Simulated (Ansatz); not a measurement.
An ordered 4-atom cell of K₂IF on the rocksalt lattice (R-3m), relaxed with r2SCAN. Space group R-3m (No. 166), trigonal; conventional cell a = 4.337 Å, c = 21.918 Å, 29.76 Å³ an atom. Around F lie 6 K at 2.84 Å; around I lie 6 K at 3.41 Å; around K lie 3 F at 2.84 Å and 3 I at 3.41 Å.

```cif
data_structure
_symmetry_space_group_name_H-M 'P 1'
_symmetry_Int_Tables_number 1
_cell_length_a 7.7233
_cell_length_b 7.7233
_cell_length_c 7.7233
_cell_angle_alpha 32.615
_cell_angle_beta 32.615
_cell_angle_gamma 32.615
_cell_volume 119.03
loop_
_atom_site_label
_atom_site_type_symbol
_atom_site_fract_x
_atom_site_fract_y
_atom_site_fract_z
_atom_site_occupancy
F1 F 0.00000 0.00000 0.00000 1
I1 I 0.50000 0.50000 0.50000 1
K1 K 0.27250 0.27250 0.27250 1
K2 K 0.72750 0.72750 0.72750 1
```

The questions ask for values computed with Ansatz 0.2.0 on this geometry. All values are calculated for a non-magnetic cell, which may be hypothetical.

Given (8×8×8 mesh): The r2SCAN gap is direct at Γ: 3.63 eV.

(1) Estimate the gap with PBE on 8×8×8.

(2) What does PBE+SOC give for the gap (8×8×8 mesh)?

(3) What does G0W0@PBE with 355 empty bands, a screening cutoff of 120 eV and a 4×4×4 mesh give?

(4) What do these levels agree on?

## Answers

(1) PBE gives a direct gap of 3.10 eV at Γ. The gap differs by -0.53 eV from r2SCAN's.

(2) With PBE+SOC the gap is 2.76 eV and direct, at Γ. Spin-orbit coupling itself accounts for -0.34 eV. The gap differs by -0.87 eV from r2SCAN's.

(3) 5.35 eV (PBE's gap over the path plus the quasiparticle shift read on the mesh). Over the mesh points the PBE gap of 3.09 eV becomes a quasiparticle gap of 5.35 eV (direct at Γ), a change of +2.26 eV. Renormalisation factors Z lie between 0.80 and 0.86. G0W0 here is at a finite number of bands, screening cutoff and k mesh, not at the basis limit.

(4) For gaps to 0.1 eV, spin-orbit coupling (up to 0.34 eV here) has to be included. All these functionals give a gap of the same kind, direct.

Only the levels marked +SOC include spin-orbit coupling.
